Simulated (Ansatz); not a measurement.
Here is the system:

MgS2:
```
MgS2
1.0
    3.25717     2.05530     0.00000
   -3.25717     2.05530     0.00000
   -2.19658     0.00000     4.50606
Mg S
1 2
Direct
  0.50000   0.50000   0.50000
  0.94213   0.05787   0.76907
  0.05787   0.94213   0.23093
```

This is the PBEsol-relaxed structure. Cartesian axes are those of the cell as given.

All from PBEsol (plane waves, PAW; program Ansatz), unless another level is named. Estimate the electronic dielectric constant ε∞ (DFPT).

6.11 (xx), 4.77 (yy), 9.80 (zz).

What about the Bader charges?

Mg +1.65, S -0.82 e.

Predict the Born charges (a third of the trace).

Mg +2.23, S -1.11 e.

Space group C2/m. The first step of the workflow began from a Materials Project structure, measured or hypothetical; the Crystallography Open Database copy checked does not list it. Whether it is the stable phase at ambient conditions was not checked. Symmetry was held in the PBEsol relaxation; whether a distortion lowers the energy is not shown.

Potentials: the later of the program's two PAW sets.
